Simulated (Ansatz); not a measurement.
This is a relaxation of cell and atoms with Ansatz on a 14-atom cell of Si3C3N8 built on β-Si3N4 (relaxed group P-6); the level of theory is PBE. The starting cell was estimated from covalent radii.

Input file:
```yaml
crystal:
  lattice:
    - [7.24160027, 0.0, 0.0]
    - [-3.62080013, 6.2714098, 0.0]
    - [0.0, 0.0, 2.76654185]
  atoms:
    - { symbol: Si, position: [0.23108243, 0.82494615, 0.5] }
    - { symbol: C, position: [0.40613628, 0.23108243, 0.0] }
    - { symbol: C, position: [0.82494615, 0.59386372, 0.0] }
    - { symbol: Si, position: [0.17505385, 0.40613628, 0.5] }
    - { symbol: Si, position: [0.59386372, 0.76891757, 0.5] }
    - { symbol: C, position: [0.76891757, 0.17505385, 0.0] }
    - { symbol: "N", position: [0.33333333, 0.66666667, 0.5] }
    - { symbol: "N", position: [0.66666667, 0.33333333, 0.0] }
    - { symbol: "N", position: [0.96919449, 0.6698534, 0.5] }
    - { symbol: "N", position: [0.29934109, 0.96919449, 0.0] }
    - { symbol: "N", position: [0.6698534, 0.70065891, 0.0] }
    - { symbol: "N", position: [0.3301466, 0.29934109, 0.5] }
    - { symbol: "N", position: [0.03080551, 0.3301466, 0.0] }
    - { symbol: "N", position: [0.70065891, 0.03080551, 0.5] }
kpoints:
  mp_grid: { grid: [6, 6, 8] }
hamiltonian:
  xc: pbe
scf:
  occupations: { method: fermi_dirac, width: 0.02 }
relax:
  f_tol: 0.005
  cell: {}
```

It took 110 s on 1 × NVIDIA H100 80GB HBM3 with 2 threads of AMD EPYC 7R13 Processor (Zen 3), with other jobs on the host, load about 1.0 per core; peak host memory 1 GiB.

Main lines of the log:
```
Functional definition: PBE
Crystal: 14 atoms, lattice volume = 125.643 Å³
Basis set: ecut = 420 eV, 2445 PW (Γ)
Bands: 46, of which v1, the nominal top of the filled ones, is band 32 counted from 1 (31 counted from 0)
Symmetry: 6 space group operations
Space group: P-6 (ITA 174)
k-points: 40 of 288 (time reversal used)
SCF iter   1: HF=-5728.380076 eV  Δρ=1.30e-2  dr2=2.55e-1
SCF iter   2: HF=-5728.328521 eV  Δρ=6.11e-3  dr2=2.59e-2
SCF iter   3: HF=-5728.323555 eV  Δρ=2.71e-3  dr2=8.31e-3
SCF iter   4: HF=-5728.321418 eV  Δρ=4.69e-4  dr2=2.59e-4
SCF iter   5: HF=-5728.321572 eV  Δρ=2.32e-4  dr2=5.98e-5
SCF iter   6: HF=-5728.321589 eV  Δρ=7.58e-5  dr2=7.97e-6
SCF iter   7: HF=-5728.321590 eV  Δρ=2.13e-5  dr2=6.51e-7
SCF iter   8: HF=-5728.321591 eV  Δρ=1.01e-5  dr2=1.58e-7
SCF iter   9: HF=-5728.321591 eV  Δρ=3.52e-6  dr2=2.28e-8
SCF 1 converged in 9 iterations: F = -5728.321591 eV  dr2 = 2.28e-8
relax step 1: F+E_penalty+E_count = -5728.32159097 eV  max|allowed force component| = 6.059e0 eV/Å  Δτ_max = 0.0000 Å  P = -6.044 GPa  Ω = 125.643 Å³
SCF 2 converged in 8 iterations: F = -5731.328638 eV  dr2 = 6.01e-7
relax step 2: F+E_penalty+E_count = -5731.32863819 eV  max|allowed force component| = 3.682e0 eV/Å  Δτ_max = 0.1193 Å  P = -0.805 GPa  Ω = 119.079 Å³
SCF 3 converged in 7 iterations: F = -5732.219758 eV  dr2 = 8.42e-7
relax step 3: F+E_penalty+E_count = -5732.21975845 eV  max|allowed force component| = 1.122e0 eV/Å  Δτ_max = 0.0963 Å  P = +7.828 GPa  Ω = 115.206 Å³
SCF 4 converged in 7 iterations: F = -5732.433877 eV  dr2 = 2.95e-7
relax step 4: F+E_penalty+E_count = -5732.43387681 eV  max|allowed force component| = 5.071e-1 eV/Å  Δτ_max = 0.0591 Å  P = +0.466 GPa  Ω = 117.465 Å³
SCF 5 converged in 7 iterations: F = -5732.493478 eV  dr2 = 1.11e-7
relax step 5: F+E_penalty+E_count = -5732.49347787 eV  max|allowed force component| = 2.356e-1 eV/Å  Δτ_max = 0.0612 Å  P = -0.830 GPa  Ω = 117.348 Å³
SCF 6 converged in 6 iterations: F = -5732.507776 eV  dr2 = 5.13e-7
relax step 6: F+E_penalty+E_count = -5732.50777575 eV  max|allowed force component| = 1.021e-1 eV/Å  Δτ_max = 0.0381 Å  P = -0.139 GPa  Ω = 116.982 Å³
SCF 7 converged in 6 iterations: F = -5732.508126 eV  dr2 = 8.96e-8
relax step 7: F+E_penalty+E_count = -5732.50812640 eV  max|allowed force component| = 1.768e-1 eV/Å  Δτ_max = 0.0202 Å  P = -0.052 GPa  Ω = 116.807 Å³  (rejected)
SCF 8 converged in 9 iterations: F = -5732.511477 eV  dr2 = 7.97e-11
relax step 8: F+E_penalty+E_count = -5732.51147731 eV  max|allowed force component| = 3.116e-2 eV/Å  Δτ_max = 0.0101 Å  P = -0.053 GPa  Ω = 116.838 Å³
SCF 9 converged in 6 iterations: F = -5732.512058 eV  dr2 = 7.39e-9
relax step 9: F+E_penalty+E_count = -5732.51205834 eV  max|allowed force component| = 2.034e-2 eV/Å  Δτ_max = 0.0042 Å  P = +0.022 GPa  Ω = 116.771 Å³
SCF 10 converged in 5 iterations: F = -5732.512026 eV  dr2 = 3.45e-9
relax step 10: F+E_penalty+E_count = -5732.51202554 eV  max|allowed force component| = 1.807e-3 eV/Å  Δτ_max = 0.0005 Å  P = +0.001 GPa  Ω = 116.782 Å³
SCF 11 converged in 7 iterations: F = -5732.483405 eV  dr2 = 1.36e-11
relax step 11: F+E_penalty+E_count = -5732.48340504 eV  max|allowed force component| = 1.946e-3 eV/Å  Δτ_max = 0.0000 Å  P = -0.467 GPa  Ω = 116.782 Å³  (SCF on a basis re-selected at this cell)
SCF 12 converged in 4 iterations: F = -5732.484875 eV  dr2 = 3.79e-7
relax step 12: F+E_penalty+E_count = -5732.48487471 eV  max|allowed force component| = 1.855e-2 eV/Å  Δτ_max = 0.0013 Å  P = +0.167 GPa  Ω = 116.517 Å³
SCF 13 converged in 4 iterations: F = -5732.484684 eV  dr2 = 4.72e-8
relax step 13: F+E_penalty+E_count = -5732.48468403 eV  max|allowed force component| = 1.147e-2 eV/Å  Δτ_max = 0.0007 Å  P = +0.020 GPa  Ω = 116.572 Å³
SCF 14 converged in 5 iterations: F = -5732.484667 eV  dr2 = 9.97e-10
relax step 14: F+E_penalty+E_count = -5732.48466667 eV  max|allowed force component| = 1.343e-3 eV/Å  Δτ_max = 0.0004 Å  P = +0.003 GPa  Ω = 116.579 Å³
SCF 15 converged in 5 iterations: F = -5732.483889 eV  dr2 = 1.36e-11
relax step 15: F+E_penalty+E_count = -5732.48388901 eV  max|allowed force component| = 1.347e-3 eV/Å  Δτ_max = 0.0000 Å  P = -0.005 GPa  Ω = 116.579 Å³  (SCF on a basis re-selected at this cell)
SCF converged after 5 iterations
Free energy (F): -5732.483889 eV
Fermi energy:    11.024334 eV
--- Forces (eV/Å), atoms counted from 1 ---
  atom   1  Si    -0.00033      0.00037      0.00000
  atom   2  C     -0.00122    -0.00059      0.00000
  atom   3  C       0.00010      0.00135      0.00000
  atom   4  Si    -0.00016    -0.00047      0.00000
  atom   5  Si      0.00049      0.00010      0.00000
  atom   6  C       0.00112    -0.00076      0.00000
  atom   7  N       0.00000      0.00000      0.00000
  atom   8  N       0.00000      0.00000      0.00000
  atom   9  N     -0.00016    -0.00108      0.00000
  atom  10  N       0.00007      0.00008      0.00000
  atom  11  N       0.00003    -0.00010      0.00000
  atom  12  N       0.00102      0.00040      0.00000
  atom  13  N     -0.00010      0.00002      0.00000
  atom  14  N     -0.00086      0.00068      0.00000
--- Stress (GPa, compression-positive) ---
       -0.001391      -0.000002       0.000000
        0.000002      -0.001391       0.000000
        0.000000       0.000000      -0.012675
  P = ⅓ Tr σ = -0.0052 GPa (-0.052 kbar)
--- Relaxed structure (13 steps of the walk, 12 accepted, 2 SCFs on fresh bases) ---
  F+E_penalty+E_count = -5732.48388901 eV   max|allowed force component| = 1.347e-3 eV/Å
  cell:  # Å, volume = 116.5786 Å³
    - [7.083627, 0.000000, 0.000000]
    - [-3.541814, 6.134601, 0.000000]
    - [0.000000, 0.000000, 2.682729]
  atoms:
    - { symbol: Si, position: [0.226113, 0.835891, 0.500000] }
    - { symbol: C, position: [0.426232, 0.237842, 0.000000] }
    - { symbol: C, position: [0.811609, 0.573768, 0.000000] }
    - { symbol: Si, position: [0.164109, 0.390222, 0.500000] }
    - { symbol: Si, position: [0.609778, 0.773887, 0.500000] }
    - { symbol: C, position: [0.762158, 0.188391, 0.000000] }
    - { symbol: N, position: [0.333333, 0.666667, 0.500000] }
    - { symbol: N, position: [0.666667, 0.333333, 0.000000] }
    - { symbol: N, position: [0.948723, 0.636185, 0.500000] }
    - { symbol: N, position: [0.302937, 1.004069, 0.000000] }
    - { symbol: N, position: [0.701133, 0.697063, 0.000000] }
    - { symbol: N, position: [0.363815, 0.312538, 0.500000] }
    - { symbol: N, position: [-0.004069, 0.298867, 0.000000] }
    - { symbol: N, position: [0.687462, 0.051277, 0.500000] }
```

The walk took 13 steps and changed the volume by -7.2 %. The last SCF, on a fresh basis, lies 297 meV an atom below the first. Final cell: the symmetry is P-6 (No. 174, hexagonal); a = 7.084 Å, c = 2.683 Å in the conventional setting, 8.33 Å³ an atom. Si is surrounded by 4 N at 1.69–1.76 Å; C is surrounded by 4 N at 1.43–1.58 Å; N is surrounded by 3 Si at 1.71 Å; N is surrounded by 3 C at 1.49 Å; N is surrounded by 2 C at 1.58 Å and 1 Si at 1.76 Å; N is surrounded by 1 C at 1.43 Å and 2 Si at 1.69 Å.

Computed, not measured; no magnetism was allowed, and whether the structure is a known phase isn't checked.
